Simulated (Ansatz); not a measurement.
Total density of states per atom from DFT-r²SCAN in the program Ansatz with PAW potentials, in 0.25 eV bins, energy from the Fermi level:

```
E (eV) | states/eV/atom
    -7.85 | ############### 0.76
    -7.60 | ######### 0.47
    -7.35 | ###### 0.32
    -7.10 | ##### 0.23
    -6.85 | ### 0.13
    -6.60 | ##### 0.24
    -6.35 | ################ 0.81
    -6.10 | ################### 0.93
    -5.85 | ################## 0.87
    -5.60 | ################### 0.95
    -5.35 | ############# 0.62
    -5.10 | ########## 0.48
    -4.85 | ############ 0.60
    -4.60 | ################## 0.91
    -4.35 | ########################## 1.28
    -4.10 | ################## 0.91
    -3.85 | ############# 0.66
    -3.60 | ######### 0.46
    -3.35 | ############# 0.63
    -3.10 | ############ 0.61
    -2.85 | ########### 0.54
    -2.60 | ################# 0.83
    -2.35 | ########################## 1.29
    -2.10 | ##################### 1.05
    -1.85 | ################### 0.96
    -1.60 | ############### 0.74
    -1.35 | ###### 0.32
    -1.10 | ######## 0.40
    -0.85 | #### 0.21
    -0.60 | ########## 0.49
    -0.35 | ############ 0.59
    -0.10 | ############### 0.76
     0.15 | ############## 0.69
     0.40 | ############### 0.76
     0.65 | ############## 0.72
     0.90 | ################# 0.84
     1.15 | ################ 0.79
     1.40 | ############ 0.62
     1.65 | ############## 0.71
     1.90 | ################ 0.77
     2.15 | ################# 0.85
     2.40 | ######################## 1.18
     2.65 | ############################## 1.49
     2.90 | ################## 0.91
     3.15 | ################ 0.80
     3.40 | ################### 0.95
     3.65 | ################## 0.89
```

Q: Which of these materials gives this?
(A) W, A15 (β-W type)
(B) GaN, rock salt
(C) W3N, A15 (Cr3Si type)
(D) AlSi3C3N, P3m1 (Pearson symbol hP8)

A: C, W3N, A15 (Cr3Si type). Within 0.5 eV of the Fermi level: W 5d 75 %, N 2p 9 %, W 6s 8 %. Projections are on Löwdin-orthogonalised atomic valence shells; empty p or d shells of many metals are not among them.

Space group Pm-3n (A15 (Cr3Si type)). The start of the workflow was typed in or built on a structure type; neither database checked (COD, Materials Project) lists it. Whether it is the stable phase at ambient conditions was not checked. Symmetry was held in the r²SCAN relaxation. At this level the phase is mechanically unstable. The workflow began spin-polarised and lost its moments. Its formation energy is positive at this level, so the cell may be metastable or incomplete. Scalar-relativistic: spin–orbit coupling is off unless named, which matters more the heavier the elements.

Potentials: the earlier of the program's two PAW sets.
